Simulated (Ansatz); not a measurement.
Q: Each is relaxed and computed with DFT-PBE in the program Ansatz with PAW potentials. Which is the only metal?
A. SiO2, rutile
B. CoSi2, Fddd (Si on 16f, Co on 8a)
C. SiC, Pm-3n (Si on 6c, C on 6d)
D. CoLi7Nb7O24Ti, P1 (Pearson symbol aP40)

A: B, CoSi2, Fddd (Si on 16f, Co on 8a). CoSi2: metal; SiC: gap 1.88 eV (indirect); SiO2: gap 5.04 eV (direct); CoLi7Nb7O24Ti: gap 0.59 eV. Spin orders computed, not proven ground states: CoLi7Nb7O24Ti, P1 (Pearson symbol aP40) ferromagnetic. Constructed cells (a structure type filled with these elements, in neither database checked): CoSi2, Fddd (Si on 16f, Co on 8a). Typed or built starts, not in the databases checked: SiC, Pm-3n (Si on 6c, C on 6d); CoLi7Nb7O24Ti, P1 (Pearson symbol aP40). Not the usual ambient phase: CoSi2, Fddd (Si on 16f, Co on 8a); SiC, Pm-3n (Si on 6c, C on 6d); SiO2, rutile. Began spin-polarised and lost the moments: CoSi2, Fddd (Si on 16f, Co on 8a). All cells were relaxed under the symmetry of their starts (and spin orders); stability against distortions was not tested throughout. No Hubbard U is applied. Scalar-relativistic: spin–orbit coupling is off unless named, which matters more the heavier the elements.

Potentials: the later of the program's two PAW sets.
